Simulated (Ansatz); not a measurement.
# A trial form of Be₄Se₃

The calculation used DFT PBE, scalar-relativistic, plane waves, PAW (Ansatz). Cutoff 420 eV, Gaussian smearing, Γ-centred meshes. Cell and atoms relax first on a coarse mesh, the cell is then made exact in the group found at 0.06 to 0.08 Å, and last on a converged mesh; the steps can't lower the symmetry of their start. No spin polarisation.

This trial cell of Be₄Se₃ was written down by chemical analogy (P-4m2, No. 115). Its size is a guess.

```cif
data_structure
_symmetry_space_group_name_H-M 'P 1'
_symmetry_Int_Tables_number 1
_cell_length_a 3.6000
_cell_length_b 3.6000
_cell_length_c 8.6000
_cell_angle_alpha 90.000
_cell_angle_beta 90.000
_cell_angle_gamma 90.000
_cell_volume 111.46
loop_
_atom_site_label
_atom_site_type_symbol
_atom_site_fract_x
_atom_site_fract_y
_atom_site_fract_z
_atom_site_occupancy
Be1 Be 0.00000 0.50000 0.55000 1
Be2 Be 0.00000 0.50000 0.15000 1
Be3 Be 0.50000 0.00000 0.85000 1
Be4 Be 0.50000 0.00000 0.45000 1
Se1 Se 0.50000 0.50000 0.70000 1
Se2 Se 0.00000 0.00000 0.00000 1
Se3 Se 0.50000 0.50000 0.30000 1
```

The zero of energy is the elements' standard structures at the same level; no fitted shifts are applied.

Question: Describe the relaxed structure.

Answer: The symmetry stays P-4m2 (No. 115). The volume per atom grows by 3.9 %, from 15.9 to 16.5 Å³. The shortest distance stays 2.21 Å (Be–Se). The ratio c/a of the conventional cell changes by a factor of 1.11. Conventional cell: a = 3.526 Å, c = 9.315 Å. Be on its first site is surrounded by 2 Se at 2.22 Å; Be on its second site is surrounded by 4 Se at 2.21–2.22 Å; around Se on a site of symmetry 2mm lie 4 Be at 2.22 Å; Se on a site of symmetry -4m2 has 4 Be at 2.21 Å.

```
CELL_PARAMETERS angstrom
3.52629 0.00000 0.00000
0.00000 3.52629 0.00000
0.00000 0.00000 9.31508
ATOMIC_POSITIONS crystal
Be 0.00000 0.50000 0.56815
Be 0.00000 0.50000 0.14265
Be 0.50000 0.00000 0.85735
Be 0.50000 0.00000 0.43185
Se 0.50000 0.50000 0.71290
Se 0.00000 0.00000 0.00000
Se 0.50000 0.50000 0.28710
```

Question: How does it come out in energy, and is it a metal?

Answer:

| Quantity | Value |
| --- | --- |
| Formation energy | −0.307 eV/atom |
| Gap on the 10×10×4 mesh of the 7-atom cell | 0.49 eV |

The last run used Gaussian smearing of 0.02 eV. No dispersion correction is applied, so the spacing and binding between layers, chains or molecules are poorly described. Kohn–Sham gaps at this level usually fall short of measured ones. The reference form of Se is held partly by dispersion forces, which this level lacks. A later test with randomly moved atoms led to a structure 53 meV/atom lower, so this end is a saddle point or a shallow minimum. Another cell of the same search, in C2, lies 53 meV/atom lower, so this cell isn't the stable form at this level.
